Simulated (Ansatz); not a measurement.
## Structure types of Ga compared at 29 GPa

Structure types of Ga are relaxed in primitive cells with their symmetry kept at 29 GPa, first on PAW files, then by LAPW. The enthalpy is E + pV at zero temperature, without zero-point motion. Only the types listed were tried, and differences under about 5 meV/atom are mesh noise. Not among the end structures: fcc, which may lie lower.

Computed with Ansatz 0.2.0; functional LDA, scalar-relativistic. Settings: Fermi–Dirac smearing of 0.08 eV, no spin polarisation. Methods: LAPW: all electrons, basis error target 0.5 meV/atom; PAW: frozen-core files, cutoff 420 eV.

k meshes: bcc 17×17×17, hcp 16×16×9, omega 8×8×12, diamond 13×13×13, beta tin 16×16×16.

The PAW files were made under PBE.

```
start type             ends as          a, b, c (Å)  V (Å³/atom)  H − H(lowest), LAPW (meV/atom)
       bcc          bcc, Im-3m  3.005, 3.005, 3.005        13.57                            42.3
       hcp       hcp, P6_3/mmc  2.656, 2.656, 4.398        13.44                             0.0
     omega       omega, P6/mmm  4.306, 4.306, 2.538        13.59                            49.1
   diamond      diamond, Fd-3m  5.140, 5.140, 5.140        16.98                               ?
  beta tin  beta tin, I4_1/amd  4.734, 4.734, 2.483        13.92                               ?
```

Q: What belongs in the row "beta tin", column "H − H(lowest), LAPW (meV/atom)"?

A: 103.1.

Q: What belongs in the row "diamond", column "H − H(lowest), LAPW (meV/atom)"?

A: 1054.2.

Q: Split the lead of hcp over bcc into energy and pV.

A: For bcc less hcp: ΔE = +18.3 meV/atom, and p·ΔV = 29 GPa × +0.1325 Å³ × 6.242 meV/(GPa·Å³) = +24.0 meV/atom, together 42.3 meV/atom. hcp wins on both counts.
